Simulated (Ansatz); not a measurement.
SrCo₂P₂ in space group I4/mmm (No. 139; Sr on 2a, Co on 4d, P on 4e), PBE in the plane-wave PAW code Ansatz, all energies at zero smearing, with the estimated change up to a 700 eV cutoff added, with one set of potentials and settings (totals compare only within such a set). Cell of 5 atoms (1 Sr, 2 Co, 2 P): -15312.132 eV.

```csv
element,reference phase,E (eV/atom)
Sr,"C2/m, 3 atoms in the cell",-3544.2201
Co,"P6_3/mmc, 2 atoms in the cell, spin-polarised",-5126.1559
P,"Cmce, 4 atoms in the cell",-755.6743
```

Formation energy per atom, worked out: (-15312.132 − 1×(-3544.2201) − 2×(-5126.1559) − 2×(-755.6743))/5 = -0.850 eV/atom (-82 kJ per mol of atoms), at 0 K, without zero-point energy or fitted corrections.

The first step of the workflow began from a Materials Project structure, measured or hypothetical; the Crystallography Open Database files this formula in space group No. 139, but the cells were not matched. Its standing as an ambient phase is unchecked. The cell was relaxed with PBE under the symmetry of its start; whether a distortion lowers the energy is not shown. Magnetic state: ferromagnetic, the only order run, not a proven ground state. The references are the lowest solids computed at this level, not always the standard phases.

Potentials: the later of the program's two PAW sets.
